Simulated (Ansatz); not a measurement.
Ti2BiN:
```yaml
crystal:
  lattice:
    - [3.30432, 0.00000, 0.00000]
    - [-1.65216, 2.86163, 0.00000]
    - [0.00000, 0.00000, 13.22985]
  atoms:
    - { symbol: Ti, position: [0.33333, 0.66667, 0.57274] }
    - { symbol: Ti, position: [0.66667, 0.33333, 0.42726] }
    - { symbol: Ti, position: [0.66667, 0.33333, 0.07274] }
    - { symbol: Ti, position: [0.33333, 0.66667, 0.92726] }
    - { symbol: Bi, position: [0.33333, 0.66667, 0.25000] }
    - { symbol: Bi, position: [0.66667, 0.33333, 0.75000] }
    - { symbol: N, position: [0.00000, 0.00000, 0.00000] }
    - { symbol: N, position: [0.00000, 0.00000, 0.50000] }
```

Relaxed with PBE. Special points in fractions of this cell's reciprocal vectors: Γ (0.000, 0.000, 0.000); M (0.500, 0.000, 0.000); K (0.333, 0.333, 0.000); A (0.000, 0.000, 0.500); L (0.500, 0.000, 0.500); H (0.333, 0.333, 0.500).

Task: List the band energies nearest the Fermi level at these points for DFT-PBE in the program Ansatz with PAW potentials.

Result: In eV from the Fermi level; about four levels below and three above (degenerate sets whole), none deeper than 8.9 eV; points with the same levels are listed once.

```json
[
 {"k": "Γ", "below": "-0.46 -0.46 -0.45 -0.45", "above": "1.04 1.04 1.05"},
 {"k": "M", "below": "-3.13 -2.73 -1.81 -1.68", "above": "0.29 0.30 0.68"},
 {"k": "K", "below": "-2.83 -2.83 -1.02 -0.39 -0.39", "above": "0.22 0.22 0.48"},
 {"k": "A", "below": "-0.46 -0.46 -0.46 -0.46", "above": "1.17 1.17 1.17 1.17"},
 {"k": "L", "below": "-2.93 -2.93 -1.74 -1.74", "above": "0.29 0.29 0.55 0.55"},
 {"k": "H", "below": "-0.56 -0.56 -0.46 -0.46", "above": "0.51 0.51 1.46 1.46"}
]
```

Space group P6_3/mmc. The start of the workflow was typed in or built on a structure type; neither database checked (COD, Materials Project) lists it. Its standing as an ambient phase is unchecked. The PBE relaxation kept the symmetry of its start; its stability against distortions is not shown here. The workflow began spin-polarised and lost its moments. Scalar-relativistic: spin–orbit coupling is off unless named, which matters more the heavier the elements.

Potentials: the later of the program's two PAW sets.
